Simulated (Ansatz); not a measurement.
Ge in space group Im-3m (No. 229; Ge on 12d) at seven volumes, r²SCAN in the plane-wave PAW code Ansatz, scaled uniformly. One row is withheld.

```tsv
V (Å³/atom)	P (GPa)
26.038	6.25
26.896	?
27.755	1.73
28.613	0.00
29.471	-1.39
30.330	-2.62
31.188	-3.66
```

**Question.** Fit the shown pressures and predict the withheld one.

**Answer.** P = (3/2)B₀(x^(7/2) − x^(5/2))[1 + (3/4)(B′ − 4)(x − 1)] with x = (V₀/V)^(2/3). Least squares on the six rows gives V₀ = 28.624 Å³/atom, B₀ = 52.3 GPa, B′ = 4.88. At V = 26.896, x = 1.0424 and P = 3.79 GPa. The run itself gave 3.80 GPa.

The start of the workflow was typed in or built on a structure type; the Crystallography Open Database copy checked does not list it. It is not the phase usual at ambient conditions (space group No. 227). The cell was relaxed with r²SCAN under the symmetry of its start; whether a distortion lowers the energy is not shown. The volume moved by 22 % from the start of the relaxation.

Potentials: the later of the program's two PAW sets.
